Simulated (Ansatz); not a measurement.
A trial cell of Al₂Cu₃, before relaxation:

```cif
data_structure
_symmetry_space_group_name_H-M 'P 1'
_symmetry_Int_Tables_number 1
_cell_length_a 2.7283
_cell_length_b 2.7283
_cell_length_c 21.5836
_cell_angle_alpha 90.000
_cell_angle_beta 90.000
_cell_angle_gamma 120.000
_cell_volume 139.14
loop_
_atom_site_label
_atom_site_type_symbol
_atom_site_fract_x
_atom_site_fract_y
_atom_site_fract_z
_atom_site_occupancy
Al1 Al 0.33333 0.66667 0.95000 1
Al2 Al 0.33333 0.66667 0.55000 1
Al3 Al 0.66667 0.33333 0.05000 1
Al4 Al 0.66667 0.33333 0.45000 1
Cu1 Cu 0.33333 0.66667 0.75000 1
Cu2 Cu 0.33333 0.66667 0.15000 1
Cu3 Cu 0.33333 0.66667 0.35000 1
Cu4 Cu 0.66667 0.33333 0.85000 1
Cu5 Cu 0.66667 0.33333 0.25000 1
Cu6 Cu 0.66667 0.33333 0.65000 1
```

Level of theory: DFT PBE, scalar-relativistic, plane waves, PAW in Ansatz. Cutoff 420 eV, Gaussian smearing, Γ-centred meshes. Cell and atoms relax first on a coarse mesh and then on a finer one. In between, the cell is made exact in the group found at 0.06 Å. In metals the finer mesh still leaves noise of several meV/atom or more. The steps can't lower the symmetry of their start. No spin polarisation.

A guess keeps its type if space group and coordination stay and the shape of the cell changes little (axis ratios within about 15 %, angles within 6°); the volume may change.

Question: Will the relaxed cell still be of the starting type?

Answer: It keeps its type. The symmetry stays P6_3/mmc (No. 194). The volume per atom shrinks by 2.3 %, from 13.9 to 13.6 Å³. The shortest distance goes from 2.67 Å (Al–Cu, Al–Al and Cu–Cu) to 2.56 Å (Cu–Cu). The ratio c/a of the conventional cell changes by a factor of 0.97. Counting neighbours within 15 % of an atom's shortest distance, the start has Al 12, Cu 12 and the end Al 12, Cu 12.

The last run used an 18×18×2 mesh (in the run's order of axes) for its 10-atom cell and Gaussian smearing of 0.10 eV. A structure relaxed within its symmetry needn't be a true minimum. Another cell of Al2Cu3 relaxed alike, in R-3m, lies 170 meV/atom lower, so this cell isn't the stable form at this level.
